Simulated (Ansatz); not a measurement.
Mg7CoO8: converged, but where?

The cell (16 atoms) is Mg7CoO8 as a cell of a measured crystal with one cation replaced (not relaxed). One Mg of COD entry 9006472 is replaced by Co, with no charge compensation. All atoms are displaced slightly at random.

Computed with DFT, LDA+U, PAW, plane waves, scalar-relativistic (Ansatz).

```yaml
crystal:
  lattice:
    - [0.0, 4.3481, 4.3481]
    - [4.3481, 0.0, 4.3481]
    - [4.3481, 4.3481, 0.0]
  atoms:
    - { symbol: Mg, position: [0.98780103, 0.00575304, 0.99978754] }
    - { symbol: Mg, position: [0.01180388, 0.98045276, 0.50566423] }
    - { symbol: Co, position: [0.99255526, 0.49562453, 0.0071453] }
    - { symbol: Mg, position: [0.99408678, 0.49959291, 0.50189813] }
    - { symbol: Mg, position: [0.48548167, 0.01181159, 0.00324626] }
    - { symbol: Mg, position: [0.5000057, 0.0016869, 0.49012399] }
    - { symbol: Mg, position: [0.49268555, 0.50147665, 0.992272] }
    - { symbol: Mg, position: [0.50421128, 0.48374191, 0.50518617] }
    - { symbol: O, position: [0.24653267, 0.24641347, 0.25446175] }
    - { symbol: O, position: [0.25058768, 0.24204257, 0.74731368] }
    - { symbol: O, position: [0.23988254, 0.76748732, 0.24474713] }
    - { symbol: O, position: [0.25190852, 0.7454308, 0.75087212] }
    - { symbol: O, position: [0.74503228, 0.25406882, 0.24196508] }
    - { symbol: O, position: [0.75686584, 0.24511205, 0.74998449] }
    - { symbol: O, position: [0.75138997, 0.75650275, 0.24799991] }
    - { symbol: O, position: [0.74978566, 0.74444211, 0.73786181] }
hamiltonian:
  xc: lda
  pseudopotentials: { kind: paw }
  hubbard: { sites: [{ species: Co, l: d, u_eff: 3.2 }] }
basis:
  ecutwfc: 420
kpoints:
  mp_grid: { grid: [2, 2, 2] }
scf:
  occupations: { method: gaussian, width: 0.01 }
  lower_state_search: "off"
output:
  forces: true
  stress: true
  write_density: true
  write_potential: true
  elf: true
  volumetric_format: npy
magnetization:
  spin_polarized: true
```

Command:
```sh
ansatz run input.yaml --threads 4 --pin off --max-ram 9216MiB --backend cpu --events-out ev --progress --plain --runs-dir out
```

It took 22 s on 4 threads of AMD EPYC (Zen 3) (shared host), peak memory 0.74 GiB.

The end of the output:

```
SCF converged after 31 iterations
Magnetization: 3.0000 μB (69.0000 up, 66.0000 down)
Absolute magnetization: 3.0542 μB (∫|ρ↑−ρ↓|, with the PAW one-centre terms)
Spin contamination: 0.0047 ħ² per cell (⟨S²⟩ above its minimum at these occupations)
Per-site moments (μB) at R_I (Å): [(-0.0005, 0.8625), (-0.0005, 0.8524), (2.5279, 0.8775), (3.9787e-5, 0.8625), (-0.0001, 0.8716), (0.0082, 0.8742), (-0.0006, 0.8648), (-0.0006, 0.8851), (0.0561, 0.8716), (0.0547, 0.8815), (-0.0004, 0.8524), (0.0342, 0.8648), (0.0369, 0.8775), (-0.0005, 0.8625), (0.0596, 0.8713), (0.0578, 0.8625)]
Free energy (F): -22834.271952 eV
Harris-Foulkes:  -22834.271952 eV  (|F-HF|=7.13e-9)
Internal energy: -22834.271952 eV  (E = F + TS)
E sigma→0 (E₀):  -22834.271952 eV
Fermi energy:    8.932256 eV
--- Forces (eV/Å), atoms counted from 1 ---
  atom   1  Mg    -0.15519116     0.42220696     0.19924018
  atom   2  Mg     0.20246761    -0.33960214    -0.12752377
  atom   3  Co     0.01919106    -0.28214375     0.22358099
  atom   4  Mg    -0.02606140     0.01933402     0.18376555
  atom   5  Mg    -0.59952819     0.14071711    -0.29955650
  atom   6  Mg     0.16906326     0.39131896    -0.12205067
  atom   7  Mg     0.38372960     0.19149184     0.36028818
  atom   8  Mg     0.04341771    -0.37538098     0.26322516
  atom   9  O     -0.04497214    -0.20441627     0.19478129
  atom  10  O      0.27382827    -0.00053830     0.35906414
  atom  11  O     -0.43385941     0.44424114    -0.23794599
  atom  12  O     -0.21528874    -0.10927597     0.15236580
  atom  13  O      0.31430991     0.03722957    -0.46630471
  atom  14  O     -0.00997138    -0.50159384    -0.37220848
  atom  15  O     -0.33603609    -0.20645922    -0.42079967
  atom  16  O      0.41489854     0.37287253     0.11007331
--- Stress (GPa, compression-positive) ---
      -17.559184       0.086595       0.036514
        0.086595     -17.732649       0.018236
        0.036449       0.018224     -16.394992
  P = ⅓ Tr σ = -17.2289 GPa (-172.289 kbar)
```

The mesh is coarse, so energy differences (and at times their sign) aren't converged.

A static U favours moments and orbital order; the result depends on U and need not be the measured state. With one magnetic atom in the cell its copies can only be parallel; orders in a larger cell may lie lower.

No moments are typed, so the program seeds parallel moments of its own.

Site moments are taken inside atomic spheres and don't add up to the total.

Eigenvalues of the Hubbard occupation matrices: Co3 up 1.00 1.00 1.00 1.00 1.00, down 0.05 0.15 0.18 0.99 0.99.

Task: Would you trust this as the ground state? If a lower solution is known, describe it.

Result: No, on this mesh. A state 6.9 meV/atom (0.110 eV per cell) lower exists in this cell: spin-polarised, site moments Co3 2.53 μB, total 3.00 μB per cell, a gap of 2.26 eV on the k-mesh (the moments match this run's, so the two differ in another way, such as which orbitals are filled). It was reached from: usual moment, default search for lower states [Co3 3.00 μB]; the moments in brackets, symmetry off, default search [Co3 3.00 μB]. Its occupation eigenvalues are Co3 up 1.00 1.00 1.00 1.00 1.00, down 0.05 0.15 0.16 0.99 0.99. The wrong state matters: forces differ by up to 0.36 eV/Å (largest force 0.68 there, 0.68 eV/Å here). Signs that this run gave and the runs to the lower state didn't: a negative reading of the dielectric operator (it may be a saddle point). States within about 5 meV/atom are too close for this mesh, smearing and search to settle their order. “Lowest” means lowest among the runs made in this cell.
